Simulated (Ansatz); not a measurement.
# Two-dimensional strain map in Al2Cu

Theory: DFT PBEsol, scalar-relativistic, plane waves, PAW in Ansatz. The runs took a 420 eV cutoff, a Γ-centred 12×12×16 mesh and Gaussian smearing (0.15 eV). No spin polarisation. Energies are free energies at this smearing, counted from the undisturbed cell; pressure is positive in compression.

The undisturbed cell (relaxed at this level; it needn't be the usual structure):

```
Al Cu
1.0
     4.08417    0.00000    0.00000
     0.00000    4.08417    0.00000
     0.00000    0.00000    2.84639
Al Cu
2 1
Cartesian
  2.0421 0.0000 1.4232
  0.0000 2.0421 1.4232
  0.0000 0.0000 0.0000
```

The cell is strained by p along both x and y and by q along z, fractional coordinates fixed. Points are written (p, q).

Energy above the undisturbed cell in meV/atom (a dash: not computed):

```csv
p \ q,-0.030,-0.015,0.000,0.015,0.030
-0.030,44.8,32.3,24.2,19.8,?
-0.015,19.8,?,6.3,5.5,7.8
0.000,7.5,1.5,0.0,?,7.8
0.015,5.8,2.8,4.1,9.2,17.4
0.030,?,13.0,16.9,24.4,35.0
```

(1) Fill in the withheld energies.

Results:

(1) (-0.030, 0.030): 18.5; (-0.015, -0.015): 10.7; (0.000, 0.015): 2.4; (0.030, -0.030): 12.8.